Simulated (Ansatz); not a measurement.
# Energy against volume for CsPbCl3 (cubic perovskite)

CsPbCl3 (cubic perovskite)

```yaml
crystal:
  lattice:
    - [5.61855, 0.00000, 0.00000]
    - [0.00000, 5.61855, 0.00000]
    - [0.00000, 0.00000, 5.61855]
  atoms:
    - { symbol: Cs, position: [0.00000, 0.00000, 0.00000] }
    - { symbol: Pb, position: [0.50000, 0.50000, 0.50000] }
    - { symbol: Cl, position: [0.00000, 0.50000, 0.50000] }
    - { symbol: Cl, position: [0.50000, 0.50000, 0.00000] }
    - { symbol: Cl, position: [0.50000, 0.00000, 0.50000] }
```

This relaxed cell (volume V₀) is scaled evenly in all directions, its shape held. Symmetry pins the atoms to their sites.

All values below come from PBEsol (plane waves to 420 eV, PAW, scalar-relativistic; Ansatz, an electronic-structure program). k mesh 6×6×6 (Γ-centred), Fermi-Dirac smearing 0.05 eV. The energy includes the smearing's −TS. Compression counts positive. CsPbCl3 was relaxed with its symmetry unable to fall. Spin-orbit coupling is left out, though Pb is heavy. This is a high-temperature form of CsPbCl3. ΔE is measured from the relaxed starting cell.

```tsv
a (Å)	ΔE (meV/atom)	P (GPa)
5.5039	11.3	1.79
5.5233	7.7	1.45
5.5426	4.8	1.13
5.5618	2.7	0.82
5.5808	1.2	0.53
5.5998	0.3	0.26
5.6186	0.0	0.00
5.6372	0.3	-0.24
5.6558	1.1	-0.47
5.6742	2.3	-0.69
5.6925	4.1	-0.89
5.7107	6.3	-1.09
5.7287	8.9	-1.27
```

Key numbers:

* **Pressure at the smallest volume**: 1.79 GPa
* **Energy cost of the largest compression**: 11.3 meV/atom
* **Energy cost of the largest expansion**: 8.9 meV/atom
* **Bulk modulus B₀ (third-order Birch-Murnaghan fit)**: 25.0 GPa
* **Pressure derivative B₀′ (fit)**: 4.7
* **Equilibrium volume of the fit**: 35.48 Å³/atom
* **Pressure for 5 % compression (fit)**: 1.4 GPa

(Under strain, the slope of the energy per volume gives the stress and its curvature an elastic modulus.)
